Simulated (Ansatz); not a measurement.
# A plane-wave run on Si2IrRu2

Input file of Ansatz 0.2.0:

```yaml
crystal:
  lattice:
    - [0.0, 3.85515, 0.0]
    - [3.85515, 0.0, 0.0]
    - [1.927575, 1.927575, -4.386155]
  atoms:
    - { symbol: Ir, position: [0.0, 0.0, 0.0] }
    - { symbol: Ru, position: [0.75, 0.25, 0.5] }
    - { symbol: Ru, position: [0.25, 0.75, 0.5] }
    - { symbol: Si, position: [0.354, 0.354, 0.292] }
    - { symbol: Si, position: [0.646, 0.646, 0.708] }
  symmetry: { tolerance: 0.0003 }
kpoints:
  mp_grid: { grid: [10, 10, 10], shift: [0, 0, 0] }
  band_path:
    path:
      - [0.0, 0.0, 0.0]
      - [0.5, 0.5, 0.5]
      - [0.5, 0.5, 0.25]
      - [0.0, 0.5, 0.0]
      - [0.0, 0.0, 0.0]
      - [0.0, 0.0, -0.5]
      - [0.0, 0.40343391, -0.29828304]
      - [0.0, 0.59656609, 0.29828304]
      - [0.0, 0.0, 0.0]
      - [0.5, 0.5, 0.5]
      - [0.40343391, 0.59656609, 0.5]
    npoints: 6
magnetization:
  spin_polarized: false
scf:
  occupations: { method: fermi_dirac, width: 0.0789 }
  lower_state_search: "off"
  max_iter: 200
hamiltonian:
  pseudopotentials: { kind: paw }
  xc: pbe
basis:
  ecutwfc: 420
  fft_grid_basis: typed
output:
  forces: true
  stress: true
  eigenvalues: true
  bader: true
  populations: true
  elf: true
  write_potential: true
  volumetric_format: npy
  dos:
    e_range: [-12, 8]
    de: 0.05
    projected: { site_lists: { Ir: [Ir], Ru: [Ru], Si: [Si] } }
checkpoint:
  read: saved_state
```

The run starts from an earlier solution of this cell. 

Excerpt of what it printed:

```
Pseudopotentials: kind: paw
Pseudopotential: Ir, paw, valence charge 17, recommended cutoff 420 eV (normal), Ir.paw.azcp
Pseudopotential: Ru, paw, valence charge 16, recommended cutoff 420 eV (normal), Ru.paw.azcp
Pseudopotential: Si, paw, valence charge 4, recommended cutoff 420 eV (normal), Si.paw.azcp
Functional definition: PBE
  exchange = pbe_x(kappa = kappa, mu = beta*pi^2/3)
  correlation = pbe_c(beta = beta)
Crystal: 5 atoms, lattice volume = 65.188 Å³
Basis set: ecut = 420 eV, 1299 PW (Γ), exchange–correlation on 54×54×72 points (8 copies of the dense FFT grid, shifted against one another)
Bands: 35, of which v1, the nominal top of the filled ones, is band 29 counted from 1 (28 counted from 0)
Symmetry: 16 space group operations
Space group: I4/mmm (ITA 139), of the structure as read, at distance tolerance 1.2e-3 Å
k-points: 102 of 1000
Initial density: read from a saved state, or passed on in memory by an earlier SCF of this step, an earlier step, the calling program or the single point that the run made first
Functional: x = pbe(κ = 0.804, μ = 0.2195), c = pbe(β = 0.0667)
SCF iter   1: F=—  Δρ=1.97e-3  dr2=2.13e-3
SCF iter   2: F=—  Δρ=9.93e-4  dr2=5.41e-4
SCF iter   3: F=—  Δρ=1.11e-4  dr2=1.27e-5
SCF iter   4: F=—  Δρ=2.91e-5  dr2=7.25e-7
SCF iter   5: F=-24961.1248 eV  Δρ=6.77e-6  dr2=4.53e-8
SCF iter   6: F=-24961.1248 eV  Δρ=1.80e-6  dr2=2.38e-9
Free energy (F): -24961.1248 eV
Harris-Foulkes:  -24961.1248 eV  (|F-HF|=1.18e-9)
Internal energy: -24961.0392 eV  (E = F + TS)
E sigma→0 (E₀):  -24961.0820 eV
Entropy (-TS):   -0.0856 eV (-17.119 meV/atom)
Fermi energy:    19.7399 eV
--- Forces (eV/Å), atoms counted from 1 ---
  atom   1  Ir     0.0000     0.0000     0.0000
  atom   2  Ru     0.0000     0.0000     0.0000
  atom   3  Ru     0.0000     0.0000     0.0000
  atom   4  Si     0.0000     0.0000     6.5034
  atom   5  Si     0.0000     0.0000    -6.5034
--- Stress (GPa, compression-positive) ---
       64.8377       0.0000       0.0000
        0.0000      64.8377       0.0000
        0.0000       0.0000      32.1119
  P = ⅓ Tr σ = 53.9291 GPa (539.291 kbar)
--- Löwdin populations: 5 sites ---
  site symbol       q [e]
     0     Ir     16.5616
     1     Ru     16.1162
     2     Ru     16.1162
     3     Si      3.8652
     4     Si      3.8652
  spilling = 0.0083 (of n_electrons = 57.0000)
--- Bader charges: 5 sites ---
  site symbol  charge [e]  shift [e]
     0     Ir     -0.1315     0.0000
     1     Ru     -1.4630     0.0364
     2     Ru     -1.4629     0.0364
     3     Si      1.5287     0.0364
     4     Si      1.5286     0.0364
```

Absolute energies hang on the potentials; compare differences alone.

Origin: a known structure type with other elements, at an estimated volume, so it need not be a known compound. Caveats: atoms or cell far from equilibrium.
